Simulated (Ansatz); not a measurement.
What DFT gives for La₂Sb

```
CELL_PARAMETERS angstrom
-2.29960 2.29960 8.99074
2.29960 -2.29960 8.99074
2.29960 2.29960 -8.99074
ATOMIC_POSITIONS crystal
Sb 0.13770 0.13770 0.00000
Sb 0.86230 0.86230 0.00000
La 0.50000 0.00000 0.50000
La 0.00000 0.50000 0.50000
La 0.32030 0.32030 0.00000
La 0.67970 0.67970 0.00000
```

The numbers come from plane-wave PAW DFT (Ansatz): r2SCAN, no spin polarisation, 500 eV, 10×10×10 Γ-centred k points, fermi-dirac occupations (width 0.1 eV). Nothing was relaxed.

Task: What do density and ELF say about some of the short contacts?

Result: La–La at 3.25 Å: least valence density 0.16 e/Å³ and ELF 0.09 there. Sb–La at 3.28 Å: least valence density 0.18 e/Å³ and ELF 0.18 there. These are pseudo-fields; inside the PAW spheres they differ from the all-electron ones.

Task: Which atom feels the largest force, and which way?

Result: The largest is on La5 (and as large on other atoms): 0.05 eV/Å, components (0.00, 0.00, 0.05). It makes 180° with the line to a nearest neighbour, Sb1 at 3.28 Å, pointing away from it.

Task: What is the formation energy?

Result: -1.06 eV an atom against the elements' usual phases (free molecules for gases, crystals otherwise, with no correction for O₂ or N₂), so it is bound against them; other compounds may still compete. Relaxing would lower it.

Task: Metal or insulator?

Result: It is a metal, with about 7.1 states/eV a cell as the mean within 0.25 eV of the Fermi level, mostly La d (83 %).

Task: Is the cell too large or too small?

Result: The pressure is 2.5 GPa (compression positive), so with the atoms held at these fractions the cell would first expand.

Origin: a database entry at a rescaled volume. Caveats: many states at the Fermi level without spin polarisation, so a magnetic state may lie lower; f levels without a U or exact exchange are poorly placed.
